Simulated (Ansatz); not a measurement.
Computed with Ansatz 0.2.0, DFT PBE, scalar-relativistic, plane waves, PAW. Settings: cutoff 420 eV, Γ-centred meshes spaced at most about 0.3 Å⁻¹ (2π included), Gaussian smearing. No spin polarisation in the final relaxations.

Temperature and zero-point effects are left out. All come from trial cells, and lower structures may exist.

Task: Order these relaxed structures of CsGaCl2 by energy, lowest first, with the energy over the lowest of them.
A.

```
Cs Ga Cl
1.0
     4.97838    0.00000    0.00000
    -1.98272    4.58755    0.00000
    -1.26613   -2.23398   15.21043
Cs Ga Cl
2 2 4
Direct
  0.99878 0.74890 0.24957
  0.00161 0.25088 0.75026
  0.68659 0.29357 0.49081
  0.31218 0.20714 0.00922
  0.40904 0.45626 0.37524
  0.41868 0.95188 0.87515
  0.58869 0.04176 0.12424
  0.58442 0.54962 0.62551
```

B.

```
Cs Ga Cl
1.0
     4.55334    0.00000    0.00000
    -2.27667    3.94331    0.00000
     0.00000    0.00000    7.93611
Cs Ga Cl
1 1 2
Direct
  0.00000 0.00000 0.50000
  0.00000 0.00000 0.00000
  0.33333 0.66667 0.78535
  0.66667 0.33333 0.21465
```

Result: A (0 meV/atom), B (31 meV/atom). Forms: A P1; B P-3m1. Counting Cl atoms around Cs and Ga (those within 1.25 times the shortest such distance or 1.15 times the sum of covalent radii; the shortest distance is added where it is long for a bond): A has Cs 6, Ga 2; B has Cs 6, Ga 6 from 3.1 Å.

Cells relaxed within their symmetry can be saddle points. The P1 cell of CsGaCl2 came from shaking the P-3m1 one. Some types were kept out of the candidates beforehand, so the set may lack a known form.
